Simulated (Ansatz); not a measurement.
An Ansatz (a first-principles code) input:

Ansatz 0.2 input:
```yaml
crystal:
  lattice:
    - [0.0, 9.2962555475, 3.2926785849]
    - [9.1326808656, 0.0, 3.2926785849]
    - [9.1326808656, 9.2962555475, 0.0]
  atoms:
    - { symbol: Si, position: [0.9900115117, 0.9900115117, 0.0099884883] }
    - { symbol: Si, position: [0.2400115117, 0.2400115117, 0.2599884883] }
    - { symbol: Si, position: [0.5579638568, 0.6765694827, 0.5184897229] }
    - { symbol: Si, position: [0.6765694827, 0.5579638568, 0.2469769377] }
    - { symbol: Si, position: [0.0030230623, 0.7315102771, 0.5734305173] }
    - { symbol: Si, position: [0.7315102771, 0.0030230623, 0.6920361432] }
    - { symbol: Al, position: [0.5062785936, 0.243930132, 0.6828157932] }
    - { symbol: Al, position: [0.243930132, 0.5062785936, 0.5669754812] }
    - { symbol: Al, position: [0.6830245188, 0.5671842068, 0.006069868] }
    - { symbol: Al, position: [0.5671842068, 0.6830245188, 0.7437214064] }
    - { symbol: Na, position: [0.6238420725, 0.1216888373, 0.4374414438] }
    - { symbol: Na, position: [0.1216888373, 0.6238420725, 0.8170276464] }
    - { symbol: Na, position: [0.4329723536, 0.8125585562, 0.1283111627] }
    - { symbol: Na, position: [0.8125585562, 0.4329723536, 0.6261579275] }
    - { symbol: O, position: [0.8032054008, 0.8981080299, 0.2422575483] }
    - { symbol: O, position: [0.8981080299, 0.8032054008, 0.056429021] }
    - { symbol: O, position: [0.193570979, 0.0077424517, 0.3518919701] }
    - { symbol: O, position: [0.0077424517, 0.193570979, 0.4467945992] }
    - { symbol: O, position: [0.214829694, 0.0313367694, 0.9235254227] }
    - { symbol: O, position: [0.0313367694, 0.214829694, 0.8303081139] }
    - { symbol: O, position: [0.4196918861, 0.3264745773, 0.2186632306] }
    - { symbol: O, position: [0.3264745773, 0.4196918861, 0.035170306] }
    - { symbol: O, position: [0.6324081642, 0.1283627257, 0.7342073624] }
    - { symbol: O, position: [0.1283627257, 0.6324081642, 0.5050217477] }
    - { symbol: O, position: [0.7449782523, 0.5157926376, 0.1216372743] }
    - { symbol: O, position: [0.5157926376, 0.7449782523, 0.6175918358] }
    - { symbol: O, position: [0.6248087036, 0.3560073373, 0.4472069461] }
    - { symbol: O, position: [0.3560073373, 0.6248087036, 0.571977013] }
    - { symbol: O, position: [0.678022987, 0.8027930539, 0.8939926627] }
    - { symbol: O, position: [0.8027930539, 0.678022987, 0.6251912964] }
    - { symbol: O, position: [0.5669204674, 0.4612175568, 0.6285510039] }
    - { symbol: O, position: [0.4612175568, 0.5669204674, 0.3433109719] }
    - { symbol: O, position: [0.9066890281, 0.6214489961, 0.7887824432] }
    - { symbol: O, position: [0.6214489961, 0.9066890281, 0.6830795326] }
    - { symbol: O, position: [0.9963941396, 0.2625279317, 0.125479315] }
    - { symbol: O, position: [0.2625279317, 0.9963941396, 0.6155986137] }
    - { symbol: O, position: [0.6344013863, 0.124520685, 0.9874720683] }
    - { symbol: O, position: [0.124520685, 0.6344013863, 0.2536058604] }
    - { symbol: H, position: [0.974872997, 0.1456323255, 0.1488116212] }
    - { symbol: H, position: [0.1456323255, 0.974872997, 0.7306830563] }
    - { symbol: H, position: [0.5193169437, 0.1011883788, 0.1043676745] }
    - { symbol: H, position: [0.1011883788, 0.5193169437, 0.275127003] }
    - { symbol: H, position: [0.1113770582, 0.2963062122, 0.101211065] }
    - { symbol: H, position: [0.2963062122, 0.1113770582, 0.4911056645] }
    - { symbol: H, position: [0.7588943355, 0.148788935, 0.9536937878] }
    - { symbol: H, position: [0.148788935, 0.7588943355, 0.1386229418] }
kpoints:
  mp_grid: { grid: [3, 3, 3] }
hamiltonian:
  xc: hse06
  pseudopotentials: { azcp: { folder: ./paw }, kind: paw }
scf:
  n_extra_bands: 46
  occupations: { method: fixed }
output:
  eigenvalues: true
  eigenstates:
    e_range: [-9.0, 15.9]
    kpoints:
      - [0.0, 0.0, 0.0]  # VBM
      - [0.0, 0.0, 0.0]  # CBM
      - [0.0, 0.0, 0.0]  # GAMMA
      - [0.0, 0.5, 0.5]  # T
      - [0.5, 0.5, 1.0]  # Z
      - [0.5, 0.0, 0.5]  # Y
      - [0.3138602739, 0.3138602739, 0.0]  # LAMBDA_0
      - [0.6861397261, 0.6861397261, 1.0]  # Q_0
      - [0.2488664456, 0.7488664456, 0.5]  # G_0
      - [0.7511335544, 0.2511335544, 0.5]  # H_0
      - [0.5, 0.5, 0.5]  # L
```

Q: How many symmetry operations and irreducible k-points will the run report?

A: 4 operations, 8 of 27 k-points.

Q: With a cutoff of 420 eV, how many plane waves at Γ?

A: 10919.

It took around 60 core-minutes (rough) on shared server cores.

The points marked VBM and CBM come from a semilocal run.

Space group Fdd2. The workflow started from an entry of the Crystallography Open Database (COD, 293 K). Its standing as an ambient phase is unchecked. The r²SCAN relaxation kept the symmetry of its start; its stability against distortions is not shown here.

Potentials: the earlier of the program's two PAW sets. The files were generated under PBE; for other functionals the program regenerates the frozen cores, and for LDA and PBEsol the local potential too.

Ansatz is a plane-wave DFT program.
